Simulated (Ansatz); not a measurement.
HfO2 (baddeleyite type, space group P2_1/c)

```xyz
12
Lattice="5.1612 0.0000 0.0000 0.0000 5.2118 0.0000 -0.8981 0.0000 5.2764" Properties=species:S:1:pos:R:3 pbc="T T T"
Hf     1.2360     0.2235     1.0994
Hf     3.4761     2.8294     1.5388
Hf     3.0271     4.9883     4.1770
Hf     0.7870     2.3824     3.7376
O      0.0336     1.7129     1.8385
O      4.6785     4.3188     0.7997
O      4.2295     3.4990     3.4379
O     -0.4154     0.8931     4.4767
O      1.8902     3.9464     2.5149
O      2.8220     1.3405     0.1233
O      2.3729     1.2654     2.7615
O      1.4411     3.8713     5.1531
```

A phonon eigenvector at Γ is frozen into this cell: atom i moves by Q times the vector below, so Q is the largest atomic displacement, in Å. The cell is held.

```tsv
atom	x	y	z
Hf1	0.019	-0.014	-0.008
Hf2	0.019	0.014	-0.008
Hf3	-0.019	0.014	0.008
Hf4	-0.019	-0.014	0.008
O5	-0.549	0.740	0.389
O6	-0.549	-0.740	0.389
O7	0.549	-0.740	-0.389
O8	0.549	0.740	-0.389
O9	-0.066	-0.392	-0.004
O10	-0.066	0.392	-0.004
O11	0.066	0.392	0.004
O12	0.066	-0.392	0.004
```

Method: PBE (plane waves to 420 eV, PAW, scalar-relativistic; Ansatz, a first-principles code). k mesh 5×5×5 (Γ-centred), Fermi-Dirac smearing 0.05 eV. HfO2 is run without spin polarisation. HfO2 was relaxed with its symmetry unable to fall. Spin-orbit coupling is left out, though Hf is heavy.

At one point of the scan the forces (eV/Å) are:

| atom | Fx | Fy | Fz |
|---|---|---|---|
| Hf1 | -0.339 | 0.345 | 0.208 |
| Hf2 | -0.860 | -0.550 | 0.265 |
| Hf3 | 0.339 | -0.345 | -0.208 |
| Hf4 | 0.860 | 0.550 | -0.265 |
| O5 | 1.479 | -1.961 | -1.016 |
| O6 | 1.521 | 2.074 | -1.093 |
| O7 | -1.479 | 1.961 | 1.016 |
| O8 | -1.521 | -2.074 | 1.093 |
| O9 | 0.172 | 1.053 | -0.007 |
| O10 | 0.182 | -1.052 | 0.026 |
| O11 | -0.172 | -1.053 | 0.007 |
| O12 | -0.182 | 1.052 | -0.026 |

Question: Which point is it?
A) Q = 0.050 Å
B) Q = 0.033 Å
C) Q = 0.017 Å
D) Q = 0.083 Å

Answer: D, Q = 0.083 Å

(A displaced cell: forces are minus the slopes of the energy, force constants its curvatures, and phonons follow from these.)
